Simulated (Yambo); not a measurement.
Yambo run on KCl (rock salt, space group Fm-3m, No. 225). The wavefunctions come from this Quantum ESPRESSO step (LDA, PseudoDojo standard norm-conserving files, scalar-relativistic):

```
&CONTROL
  calculation = 'nscf'
  pseudo_dir = './pseudo'
  outdir = './out'
/
&SYSTEM
  ibrav = 0
  nat = 2
  ntyp = 2
  ecutwfc = 72.0
  ecutrho = 288.0
  occupations = 'fixed'
  force_symmorphic = .true.
  nbnd = 138
/
&ELECTRONS
  conv_thr = 2e-09
  diago_full_acc = .true.
  diago_thr_init = 1e-08
/
ATOMIC_SPECIES
Cl 35.4500 Cl.upf
K 39.0983 K.upf
CELL_PARAMETERS angstrom
  0.000000000000   3.037663443000   3.037663443000
  3.037663443000   0.000000000000   3.037663443000
  3.037663443000   3.037663443000   0.000000000000
ATOMIC_POSITIONS crystal
Cl   0.500000000000   0.500000000000   0.500000000000
K   0.000000000000   0.000000000000   0.000000000000
K_POINTS automatic
4 4 4 0 0 0
```

Yambo input:

```
rim_cut
gw0
dyson
el_el_corr
HF_and_locXC
ppa
em1d
RandQpts= 1000000
RandGvec= 1 Ry
EXXRLvcs= 72 Ry
VXCRLvcs= 288 Ry
Chimod= "HARTREE"
% BndsRnXp
 1 | 136 |
%
NGsBlkXp= 10 Ry
% LongDrXp
 1.0 | 1.0 | 1.0 |
%
PPAPntXp= 27.2114 eV
% GbndRnge
 1 | 136 |
%
GTermKind= "BG"
DysSolver= "n"
ExtendOut
% QPkrange
 1 | 1 | 8 | 9 |
 3 | 3 | 8 | 9 |
 7 | 7 | 8 | 9 |
 8 | 8 | 8 | 9 |
%
```

k points by index: 1 = Γ, 3 = L, 7 = X, 8 = W.

Resulting energies as the program prints them:

```
#    K-point    Band    Eo [eV]    E [eV]    E-Eo [eV]    Vxc [eV]    Vnlxc [eV]    Sc|Eo [eV]    Sc|E [eV]    dSc/dw|Eo [eV]    Re(Z)    Im(Z)
#
    1    8    0.000000    -2.217749    -2.217749    -14.16390    -18.72982    1.837087    2.348165    -6.270492    0.812718    -0.001288
    1    9    5.115364    6.201001    1.085637    -8.112171    -3.710960    -3.154749    -3.315574    -4.030743    0.870983    -0.862802E-3
    3    8    -0.445710    -2.656768    -2.211058    -13.64373    -18.25762    1.892578    2.402824    -6.279209    0.812506    -0.001326
    3    9    7.472373    8.593544    1.121172    -7.992434    -3.530095    -3.174402    -3.341168    -4.047173    0.870525    -0.865514E-3
    7    8    -0.253506    -2.502684    -2.249178    -13.95958    -18.60075    1.874934    2.391997    -6.255268    0.813087    -0.001312
    7    9    6.042442    7.451759    1.409318    -8.142960    -3.504381    -3.026996    -3.229262    -3.905145    0.874499    -0.849213E-3
    8    8    -0.557485    -2.827403    -2.269918    -13.57722    -18.24619    1.881630    2.399044    -6.202313    0.814376    -0.001337
    8    9    7.816270    9.239307    1.423037    -9.055211    -4.129110    -3.281244    -3.503065    -4.241386    0.865150    -0.908161E-3
```
(The two width columns are left out.) Convergence of these settings isn't established.

Geometry relaxed with LDA.
